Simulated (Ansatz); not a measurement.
# TlCl with hydrogen replacing Cl: gradients before and after relaxing the atoms

Start: a supercell of TlCl (CsCl type, Pm-3m) built from a COD entry (the entry's cell lengths or inner coordinates differ somewhat from later room-temperature determinations), with all atoms left at the host's positions.

Space group Fm-3m (No. 225); a = 15.3360 Å.

```csv
site,Wyckoff,site symmetry,x,y,z
Tl1,32f,.3m,0.3750,0.8750,0.8750
Tl6,32f,.3m,0.6250,0.1250,0.3750
H,4b,m-3m,0.5000,0.0000,0.0000
Cl18,24d,m.mm,0.5000,0.2500,0.2500
Cl21,8c,-43m,0.7500,0.2500,0.2500
Cl24,24e,4m.m,0.7500,0.5000,0.5000
Cl28,4a,m-3m,0.0000,0.5000,0.5000
```

One atom of each set is listed; the run and its k-mesh use a cell of 32 atoms with edges of 10.84, 10.84, 10.84 Å.

Level of theory: DFT, PBE, plane waves and PAW, scalar-relativistic, 420 eV cutoff, Γ-centred 2×2×2 k-points, Fermi–Dirac smearing 0.01 eV (Ansatz 0.2.0).

The largest force at the start is 0.19 eV/Å. Relaxing the ions at fixed cell moves them by 0.119 Å at most (atom 2, Tl) and 0.063 Å rms.

```json
{"site": "Tl1", "moved (Å)": "0.119", "first shell before": "7 Cl at 3.32 Å; also 1 H at 3.32 Å", "first shell after": "7 Cl at 3.26–3.44 Å; also 1 H at 3.20 Å, 3 Tl at 3.70 Å", "V_zz before (10²¹ V/m²)": "-0.63", "η before": "0.00"}
{"site": "Tl6", "moved (Å)": "0.036", "first shell before": "8 Cl at 3.32 Å", "first shell after": "8 Cl at 3.28–3.36 Å", "V_zz before (10²¹ V/m²)": "-0.18", "η before": "0.00"}
{"site": "H", "moved (Å)": "0.000", "first shell before": "8 Tl at 3.32 Å", "first shell after": "8 Tl at 3.20 Å", "V_zz before (10²¹ V/m²)": "0.00", "η before": "–"}
{"site": "Cl18", "moved (Å)": "0.000", "first shell before": "8 Tl at 3.32 Å", "first shell after": "8 Tl at 3.31–3.36 Å", "V_zz before (10²¹ V/m²)": "0.18", "η before": "0.30"}
{"site": "Cl24", "moved (Å)": "0.031", "first shell before": "8 Tl at 3.32 Å", "first shell after": "8 Tl at 3.26–3.35 Å", "V_zz before (10²¹ V/m²)": "0.14", "η before": "0.00"}
```

Question: How do the gradients change?

Answer: 

| site | V_zz after | η after | change of V_zz |
| --- | --- | --- | --- |
| Tl1 | 0.75 | 0.00 | +1.38 |
| Tl6 | -1.12 | 0.00 | -0.94 |
| H | 0.00 | – | 0.00 |
| Cl18 | -0.13 | 0.20 | -0.31 |
| Cl24 | 0.50 | 0.00 | +0.36 |

The largest change of V_zz is on Tl1, from -0.63 to 0.75. Small gradients that grow severalfold: Tl6 (-0.18 to -1.12). V_zz changes sign on Tl1 (same axis), Cl18 (same axis). Other sites without a gradient aren't listed.

The defect repeats with the cell of 32 atoms, so it feels its images: sites between two images don't show the values beside a lone defect, and zeros or small values of η there can come from the images' arrangement. Spin–orbit coupling is left out, which shifts gradients on Tl by a few per cent, and by more where contributions nearly cancel.
Before: The neighbours have not yet relaxed around the defect (largest force 0.19 eV/Å), so a real crystal will differ.
After: The relaxation keeps the site symmetry m-3m of the start, so the impurity can't leave its site; a start off the site could end lower.
